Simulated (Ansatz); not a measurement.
Structure types of In compared at 5 GPa

Structure types of In are relaxed in primitive cells with their symmetry kept at 5 GPa, first on PAW files, then by LAPW. The enthalpy is E + pV at zero temperature, without zero-point motion. Only the types listed were tried, and differences under about 5 meV/atom are mesh noise. Not among the end structures: fcc, which may lie lower.

All numbers are LDA results (scalar-relativistic) from Ansatz 0.2.0, with Fermi–Dirac smearing of 0.05 eV, no spin polarisation. Methods: LAPW: all electrons, basis error target 0.5 meV/atom; PAW: frozen-core files, cutoff 420 eV.

k meshes: bcc 15×15×15, hcp 14×14×8, beta tin 14×14×14, diamond 11×11×11, simple hexagonal 14×14×13.

The PAW files were made under PBE.

| start type | ends as | a, b, c (Å) | V (Å³/atom) | H − H(lowest), LAPW (meV/atom) |
| --- | --- | --- | --- | --- |
| bcc | bcc, Im-3m | 3.575, 3.575, 3.575 | 22.84 | 7.6 |
| hcp | hcp, P6_3/mmc | 3.151, 3.151, 5.305 | 22.80 | 0.0 |
| beta tin | beta tin, I4_1/amd | 5.632, 5.632, 2.959 | 23.46 | 65.8 |
| diamond | diamond, Fd-3m | 6.218, 6.218, 6.218 | 30.05 | ? |
| simple hexagonal | simple hexagonal, P6/mmm | 3.047, 3.047, 2.883 | 23.19 | ? |

**Question.** What belongs in the row "simple hexagonal", column "H − H(lowest), LAPW (meV/atom)"?

**Answer.** 38.4.

**Question.** What belongs in the row "diamond", column "H − H(lowest), LAPW (meV/atom)"?

**Answer.** 616.8.
